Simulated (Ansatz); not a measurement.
LiAlSiH2O5: ¹⁷O NMR of the central transition

Cell: a computed structure from the Materials Project (it need not be an observed phase), taken as it stands.

Space group Pna2_1 (No. 33); a = 10.3792, b = 8.2880, c = 5.0168 Å.

```
site  Wyckoff  site symmetry       x       y       z
  Li       4a              1  0.1797  0.3207  0.7590
  Al       4a              1  0.3385  0.4240  0.2541
  Si       4a              1  0.1445  0.1287  0.2536
 H13       4a              1  0.9366  0.3419  0.7435
 H17       4a              1  0.9942  0.4771  0.5588
 O21       4a              1  0.4918  0.3443  0.2028
 O25       4a              1  0.2218  0.2864  0.1361
 O29       4a              1  0.3055  0.4654  0.5945
 O33       4a              1  0.3197  0.6075  0.0723
 O37       4a              1  0.0063  0.4205  0.7317
```

One atom of each set is listed.

Computed with Ansatz: DFT, PBE, plane waves and PAW, scalar-relativistic, 420 eV cutoff, Γ-centred 2×3×4 k-points, Fermi–Dirac smearing 0.02 eV.

¹⁷O has I = 5/2 and Q = -25.58 mb (Pyykkö 2018); at 11.7 T its Larmor frequency is ν₀ = 67.6 MHz. Only the quadrupole interaction is simulated: positions count from each site's isotropic chemical shift, and J coupling is left out, as are shift anisotropy and dipolar coupling, which fast spinning averages.

**Question.** Give C_Q, η, the quadrupolar product P_Q = |C_Q|(1 + η²/3)^½, the second-order isotropic shift and the breadth of the pattern (fast magic-angle spinning) for each O site.

**Answer.** 

```
site                                                          first shell  C_Q (MHz)     η  P_Q (MHz)  δ_QIS (ppm)  breadth (kHz)
 O21      1 Si at 1.62 Å, 1 Al at 1.74 Å, angle 145°; also 1 Li at 3.26 Å      -4.28  0.17       4.30        -24.3           3.69
 O25  1 Si at 1.64 Å, 1 Al at 1.77 Å, 1 Li at 1.96 Å; also 1 Li at 3.17 Å      -4.11  0.54       4.31        -24.4           3.82
 O29                       1 Si at 1.65 Å, 1 Al at 1.78 Å, 1 Li at 1.96 Å      -3.66  0.70       3.94        -20.4           3.17
 O33  1 Si at 1.65 Å, 1 Al at 1.78 Å, 1 Li at 2.00 Å; also 1 Li at 3.20 Å      -3.61  0.68       3.88        -19.8           3.08
 O37               2 H at 0.98–0.99 Å, 1 Li at 1.99 Å; also 1 H at 1.85 Å       8.77  0.81       9.67         -123           18.8
```

δ_QIS = −(ν_Q²/30ν₀²)[I(I+1) − 3/4](1 + η²/3) × 10⁶ ppm with ν_Q = 3|C_Q|/[2I(2I−1)]; it falls as 1/B₀² in ppm, and the breadth as 1/B₀ in kHz.

The broadest static pattern spans 62 kHz. The table holds for spinning faster than that; slower spinning leaves sidebands.

At O21 V_zz runs parallel to the line that joins its two neighbours (within 7°).
